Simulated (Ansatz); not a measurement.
Trial structure of B₆Br, not yet relaxed:

```cif
data_structure
_symmetry_space_group_name_H-M 'Pm-3m'
_symmetry_Int_Tables_number 221
_cell_length_a 4.5198
_cell_length_b 4.5198
_cell_length_c 4.5198
_cell_angle_alpha 90.000
_cell_angle_beta 90.000
_cell_angle_gamma 90.000
_cell_volume 92.33
loop_
_atom_site_label
_atom_site_type_symbol
_atom_site_symmetry_multiplicity
_atom_site_Wyckoff_symbol
_atom_site_fract_x
_atom_site_fract_y
_atom_site_fract_z
_atom_site_occupancy
B1 B 6 f 0.21000 0.50000 0.50000 1
Br1 Br 1 a 0.00000 0.00000 0.00000 1
```

The calculation used DFT PBE, scalar-relativistic, plane waves, PAW in Ansatz. Settings: cutoff 420 eV, Γ-centred mesh 4×4×4 on the computed 7-atom cell, Gaussian smearing of 0.10 eV; no spin polarisation.

Energies over the elements count from the elements' standard structures at the same level, with no fitted energy shifts. The references include crystalline Br.

Task: Estimate its pressure, forces and energy as it stands.

Result: The pressure is -16.0 GPa (it wants to contract), the largest force is 1.60 eV/Å, and the energy is +0.78 eV/atom against the elements. The shortest distance is 1.85 Å.

Task: How much does it gain on relaxing, and where does it end?

Result: Relaxing gains about 0.17 eV/atom (the start's value is from the coarse mesh, so the gain is rough) in 9 ionic steps and ends at +0.61 eV/atom on the finer mesh. The symmetry stays Pm-3m (No. 221). The volume per atom shrinks by 17.2 %, from 13.2 to 10.9 Å³. The shortest distance goes from 1.85 Å (B–B) to 1.68 Å (B–B). Conventional cell: a = 4.245 Å. B has 1 B at 1.68 Å, 4 B at 1.82 Å, 1 B at 2.57 Å and 4 Br at 3.12 Å; Br is surrounded by 24 B at 3.12 Å (long contacts).

The last run used a 10×10×10 mesh for its 7-atom cell and Gaussian smearing of 0.10 eV. The cell is a metal run without spin; a magnetic state may lie lower. The reference form of Br is held partly by dispersion forces, which this level lacks. The relaxation can't lower the symmetry of the start. A structure relaxed within its symmetry needn't be a true minimum.
